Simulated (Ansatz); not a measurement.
The relaxed structure here is a generated cell of CdAu: the first start was made by placing the elements on the sites of a structure type, and the end was not matched to a known phase here, so it may be hypothetical.

A relaxed cell of CdAu (P6₃/mmc (No. 194)), relaxed on a k-mesh at least as fine as the one used below. All values below come from PBE (plane waves to 420 eV, PAW, scalar-relativistic; Ansatz, an electronic-structure program). Γ-centred k-mesh 12×12×2 on the run's cell (coarser than for final values), Fermi–Dirac smearing 0.05 eV.

```xyz
8
Lattice="3.0969 0.0000 0.0000 -1.5485 2.6820 0.0000 0.0000 0.0000 18.7863" Properties=species:S:1:pos:R:3 pbc="T T T"
Cd     0.0000     1.7880     2.3474
Cd     1.5485     0.8940    11.7406
Cd     1.5485     0.8940    16.4389
Cd     0.0000     1.7880     7.0457
Au     0.0000     0.0000     0.0000
Au     0.0000     0.0000     9.3932
Au     0.0000     1.7880    14.0897
Au     1.5485     0.8940     4.6966
```

The atoms are displaced by (Å):

| atom | ux | uy | uz |
|---|---|---|---|
| Cd1 | 0.032 | -0.052 | -0.077 |
| Cd2 | 0.026 | -0.063 | 0.016 |
| Cd3 | 0.056 | 0.027 | 0.043 |
| Cd4 | -0.056 | -0.104 | 0.021 |
| Au5 | -0.050 | 0.009 | -0.041 |
| Au6 | 0.120 | 0.112 | -0.022 |
| Au7 | -0.102 | -0.105 | -0.040 |
| Au8 | -0.069 | -0.073 | -0.169 |

Q: What forces (eV/Å) and pressure result?

A: 
| atom | Fx | Fy | Fz |
|---|---|---|---|
| Cd1 | -0.14 | 0.03 | -0.14 |
| Cd2 | -0.04 | 0.03 | -0.25 |
| Cd3 | -0.17 | -0.06 | -0.46 |
| Cd4 | 0.06 | 0.17 | -0.60 |
| Au5 | 0.14 | -0.03 | 0.20 |
| Au6 | -0.10 | -0.22 | 0.32 |
| Au7 | 0.18 | 0.09 | 0.32 |
| Au8 | 0.08 | -0.01 | 0.61 |

Pressure +0.7 GPa.

No spin polarisation in the result.

The run that gave the undisplaced cell could not lose the symmetry of its start, so the end can be a saddle point.
